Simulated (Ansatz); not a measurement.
A geometry of Rh away from equilibrium: the start of the relaxation of a relaxed Rh cell, doubled along one cell vector, shaken by Gaussian noise of σ = 0.08 Å a coordinate. These are PBEsol (plane waves to 420 eV, PAW, scalar-relativistic; Ansatz, a program for electronic structure) values and carry that method's errors. Γ-centred k-mesh 13×13×7 on the run's cell (coarser than for final values), Fermi–Dirac smearing 0.05 eV.

```xyz
2
Lattice="2.4992 0.0000 0.0000 0.0000 2.4992 0.0000 0.0000 0.0000 4.9984" Properties=species:S:1:pos:R:3 pbc="T T T"
Rh     1.1690     1.2823     1.2739
Rh     1.2517     1.2362     3.8337
```

Problem. Give the Cartesian forces on all atoms (eV/Å).

Solution. 
| atom | Fx | Fy | Fz |
|---|---|---|---|
| Rh1 | -0.03 | 0.01 | 0.33 |
| Rh2 | 0.03 | -0.01 | -0.33 |

Problem. What is the pressure?

Solution. +0.5 GPa, compression positive.

Problem. How much energy per atom can still be gained by relaxing?

Solution. 0.89 eV/atom; the path ends in Fm-3m (No. 225) (fcc (Cu type)).

No spin polarisation in the result.

The run could not lose the symmetry of its start.

Of the parent cell (Pm-3m (No. 221)): it is a generated cell of Rh: the first start was made by placing the elements on the sites of a structure type, and the end was not matched to a known phase here, so it may be hypothetical. Known forms of Rh include space group No. 225.
